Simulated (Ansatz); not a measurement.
Y5Co4Ge10:
```yaml
crystal:
  lattice:
    - [12.71082, 0.00000, 0.00000]
    - [0.00000, 12.71082, 0.00000]
    - [0.00000, 0.00000, 4.16821]
  atoms:
    - { symbol: Y, position: [0.60991, 0.10991, 0.50000] }
    - { symbol: Y, position: [0.39009, 0.89009, 0.50000] }
    - { symbol: Y, position: [0.89009, 0.60991, 0.50000] }
    - { symbol: Y, position: [0.10991, 0.39009, 0.50000] }
    - { symbol: Y, position: [0.17778, 0.67778, 0.50000] }
    - { symbol: Y, position: [0.82222, 0.32222, 0.50000] }
    - { symbol: Y, position: [0.32222, 0.17778, 0.50000] }
    - { symbol: Y, position: [0.67778, 0.82222, 0.50000] }
    - { symbol: Y, position: [0.00000, 0.00000, 0.00000] }
    - { symbol: Y, position: [0.50000, 0.50000, 0.00000] }
    - { symbol: Co, position: [0.24372, 0.02585, 0.00000] }
    - { symbol: Co, position: [0.75628, 0.97415, 0.00000] }
    - { symbol: Co, position: [0.97415, 0.24372, 0.00000] }
    - { symbol: Co, position: [0.02585, 0.75628, 0.00000] }
    - { symbol: Co, position: [0.74372, 0.47415, 0.00000] }
    - { symbol: Co, position: [0.25628, 0.52585, 0.00000] }
    - { symbol: Co, position: [0.47415, 0.25628, 0.00000] }
    - { symbol: Co, position: [0.52585, 0.74372, 0.00000] }
    - { symbol: Ge, position: [0.06983, 0.56983, 0.00000] }
    - { symbol: Ge, position: [0.93017, 0.43017, 0.00000] }
    - { symbol: Ge, position: [0.43017, 0.06983, 0.00000] }
    - { symbol: Ge, position: [0.56983, 0.93017, 0.00000] }
    - { symbol: Ge, position: [0.15377, 0.19973, 0.00000] }
    - { symbol: Ge, position: [0.84623, 0.80027, 0.00000] }
    - { symbol: Ge, position: [0.80027, 0.15377, 0.00000] }
    - { symbol: Ge, position: [0.19973, 0.84623, 0.00000] }
    - { symbol: Ge, position: [0.65377, 0.30027, 0.00000] }
    - { symbol: Ge, position: [0.34623, 0.69973, 0.00000] }
    - { symbol: Ge, position: [0.30027, 0.34623, 0.00000] }
    - { symbol: Ge, position: [0.69973, 0.65377, 0.00000] }
    - { symbol: Ge, position: [0.16686, 0.00316, 0.50000] }
    - { symbol: Ge, position: [0.83314, 0.99684, 0.50000] }
    - { symbol: Ge, position: [0.99684, 0.16686, 0.50000] }
    - { symbol: Ge, position: [0.00316, 0.83314, 0.50000] }
    - { symbol: Ge, position: [0.66686, 0.49684, 0.50000] }
    - { symbol: Ge, position: [0.33314, 0.50316, 0.50000] }
    - { symbol: Ge, position: [0.49684, 0.33314, 0.50000] }
    - { symbol: Ge, position: [0.50316, 0.66686, 0.50000] }
```

Relaxed with r²SCAN. Special points in fractions of this cell's reciprocal vectors: Γ (0.000, 0.000, 0.000); X (0.000, 0.500, 0.000); M (0.500, 0.500, 0.000); Z (0.000, 0.000, 0.500); R (0.000, 0.500, 0.500); A (0.500, 0.500, 0.500).

List the band energies nearest the Fermi level at these points for plane-wave PAW r²SCAN (Ansatz code).

In eV from the Fermi level; about four levels below and three above (degenerate sets whole), none deeper than 8.9 eV; points with the same levels are listed once.

```
k                          below                above
-  -----------------------------  -------------------
Γ  -0.43 -0.43 -0.37 -0.28 -0.23  0.04 0.04 0.08 0.08
X        -0.32 -0.32 -0.06 -0.06  0.20 0.20 0.36 0.36
M        -0.13 -0.13 -0.07 -0.07  0.31 0.31 0.36 0.36
Z        -0.40 -0.40 -0.06 -0.06       0.09 0.20 0.86
R        -0.25 -0.25 -0.10 -0.10  1.03 1.03 1.33 1.33
A        -0.42 -0.42 -0.08 -0.08  1.23 1.23 1.25 1.25
```

Space group P4/mbm. The first step of the workflow began from a Materials Project structure, measured or hypothetical; the Crystallography Open Database copy checked does not list it. Its standing as an ambient phase is unchecked. The cell was relaxed with r²SCAN under the symmetry of its start; whether a distortion lowers the energy is not shown. The run is not spin-polarised. Spin–orbit coupling is left out wherever it is not named.

Potentials: the later of the program's two PAW sets.
